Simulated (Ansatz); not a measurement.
NiGe (CsCl type, space group No. 221) under volume change, PBE in the plane-wave PAW code Ansatz, scaled uniformly.

| V (Å³/atom) | E − E(relaxed) (meV/atom) | P (GPa) |
|---|---|---|
| 12.000 | 53.3 | 15.66 |
| 12.396 | 22.3 | 9.59 |
| 12.791 | 5.2 | 4.39 |
| 13.187 | 0.0 | 0.00 |
| 13.583 | 4.6 | -3.62 |
| 13.978 | 17.4 | -6.67 |
| 14.374 | 37.1 | -9.23 |

Question: What does a third-order Birch–Murnaghan fit give for V₀, B₀ and B′?

Answer: V₀ = 13.19 Å³/atom, B₀ = 132 GPa, B′ = 4.8.

Space group Pm-3m (CsCl type). The cell is a constructed one: a structure type filled with these elements; neither database checked (COD, Materials Project) lists it. COD files the formula under space group No. 62, so this cell is another polymorph or a model. Its standing as an ambient phase is unchecked. The cell was relaxed with PBE under the symmetry of its start; its stability against distortions is not shown here. The workflow began spin-polarised and lost its moments.

Potentials: the later of the program's two PAW sets.
